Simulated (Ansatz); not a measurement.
Start of a relaxation of B₄N₃:

```cif
data_structure
_symmetry_space_group_name_H-M 'P-6m2'
_symmetry_Int_Tables_number 187
_cell_length_a 4.9000
_cell_length_b 4.9000
_cell_length_c 3.1000
_cell_angle_alpha 90.000
_cell_angle_beta 90.000
_cell_angle_gamma 120.000
_cell_volume 64.46
loop_
_atom_site_label
_atom_site_type_symbol
_atom_site_symmetry_multiplicity
_atom_site_Wyckoff_symbol
_atom_site_fract_x
_atom_site_fract_y
_atom_site_fract_z
_atom_site_occupancy
B1 B 3 j 0.50000 0.00000 0.00000 1
B2 B 1 a 0.00000 0.00000 0.00000 1
N1 N 3 j 0.16667 0.83333 0.00000 1
```

These are results of DFT PBE, scalar-relativistic, plane waves, PAW in Ansatz, not measurements. Cutoff 420 eV, Gaussian smearing, Γ-centred meshes. Cell and atoms relax first on a coarse mesh, the cell is then made exact in the group found at 0.06 to 0.08 Å, and last on a converged mesh; the steps can't lower the symmetry of their start. No spin polarisation.

A guess keeps its type if space group and coordination stay and the shape of the cell changes little (axis ratios within about 15 %, angles within 6°); the volume may change.

Question: Will the relaxed cell still be of the starting type?

Answer: It keeps its type. The symmetry stays P-6m2 (No. 187). The volume per atom grows by 3.1 %, from 9.2 to 9.5 Å³. The shortest distance goes from 1.41 Å (B–N) to 1.40 Å (B–N). The ratio c/a of the conventional cell changes by a factor of 1.06. Counting neighbours within 15 % of an atom's shortest distance, the start has B 2/3, N 3 and the end B 2/3, N 3.

The last run used a 6×6×10 mesh (in the run's order of axes) for its 7-atom cell and Gaussian smearing of 0.10 eV. Weakly bound directions are ill-defined at this level, which has no dispersion term. An odd number of electrons in the primitive cell allows no gap without spin; a larger cell or a magnetic state could open one. A later test with randomly moved atoms led to a structure 34 meV/atom lower, so this end is a saddle point or a shallow minimum. Another cell of the same search, in C2, lies 34 meV/atom lower, so this cell isn't the stable form at this level.

In counts of neighbours, a slash parts the counts of unlike sites.
